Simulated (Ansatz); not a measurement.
## WC: which magnetic state is lowest?

Computed with Ansatz 0.2.0, DFT r2SCAN, scalar-relativistic, plane waves, PAW.

```
W C
1.0
     0.00000    2.34926    2.34926
     2.34926    0.00000    2.34926
     2.34926    2.34926    0.00000
W C
1 1
Direct
  0.00000 0.00000 0.00000
  0.25000 0.25000 0.25000
```

The plane-wave cutoff is 500 eV. The Γ-centred k-mesh is 16×16×16. The occupation rule is Gaussian smearing, 0.1 eV. The list of starting moments (μB, in atom order) is 2.5 0 and the check for lower electronic states after the SCF is off.

All runs keep this geometry, which isn't relaxed for the lowest state (largest force there 0.000 eV/Å, pressure -3.5 GPa) and needn't be a stable compound; relaxing each order can shift differences of a few meV. Site moments are spin moments in atom-centred spheres that scale with the neighbour distance. The states are those that the runs reached from these starts; a lower one can exist. No antiferromagnetic start is among these.

Question: Starts tried: no spin; large parallel starting moments. Which state comes out lowest, and what are the moments?

Answer: All starts lose their moments; the cell is non-magnetic at this level.

```
                          start ends energy above lowest (meV/atom) site moments (μB) gap on mesh (eV) P (GPa)
                        no spin non-magnetic                            0.00     none over 0.05             metal     -3.5
large parallel starting moments non-magnetic                            0.00     none over 0.05             metal     -3.5
```

Cost: 2 runs of about 0.82 core-minutes in all, on Intel Xeon Processor @ 2.70GHz (shared hosts).